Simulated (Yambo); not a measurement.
AgBr (rock salt, space group Fm-3m, No. 225), G0W0@PBEsol in Yambo; all else as in the reference (4×4×4 Γ-centred k mesh, bands 5 to 114 and a 10 Ry block in the screening, 114 bands in G with the Bruneval-Gonze terminator, plasmon pole fitted at 27.2 eV). One parameter is varied: the cutoff of the wavefunctions in Yambo, over 10, 20, 30, 50, 82 Ry.

From which value on does the gap L → Γ stay within 0.05 eV of the largest setting?

From 50 Ry on.
```csv
cutoff of the wavefunctions in Yambo (Ry),G0W0 gap (eV),valence shift (eV)
10,0.88,0.05
20,1.47,-0.63
30,1.71,-0.84
50,1.78,-0.89
82,1.78,-0.90
```
The last step of the sweep still moves the gap by 1 meV; the other settings are held fixed.

Spin-orbit coupling is not included.

Geometry relaxed with PBEsol; primitive cell a = 4.013 Å, b = 4.013 Å, c = 4.013 Å, α = 60.00°, β = 60.00°, γ = 60.00°.

A shift is the quasiparticle energy of the state minus its PBEsol energy.
